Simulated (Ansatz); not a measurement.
A geometry of Cr away from equilibrium: step 2 of the relaxation of a relaxed Cr cell displaced along its unstable phonon at q = (½, ½, 0) of its primitive reciprocal cell (296i cm⁻¹), largest move 0.15 Å. These are PBEsol (plane waves to 420 eV, PAW, scalar-relativistic; Ansatz, a first-principles code) values and carry that method's errors. Γ-centred k-mesh 14×14×14 on the run's cell (coarser than for final values), Fermi–Dirac smearing 0.05 eV. The plane waves were selected for a different cell earlier on the path.

```xyz
2
Lattice="4.5133 0.0000 0.0000 2.2567 2.2567 0.0000 0.0000 0.0000 2.3216" Properties=species:S:1:pos:R:3 pbc="T T T"
Cr     0.0000     0.0000     0.3189
Cr     2.2567     0.0000    -0.3189
```

### Question
What forces act on the atoms (eV/Å)?

### Answer
```csv
atom,Fx,Fy,Fz
Cr1,0.00,0.00,1.39
Cr2,0.00,0.00,-1.39
```

The path ends in Im-3m (No. 229) (bcc (W type)). No spin polarisation in the result. A magnetic state may lie lower.

The run could not lose the symmetry of its start.

Of the parent cell (Pm-3m (No. 221)): it is a generated cell of Cr: the first start was made by placing the elements on the sites of a structure type, and the end was not matched to a known phase here, so it may be hypothetical. Known forms of Cr include space group No. 229.
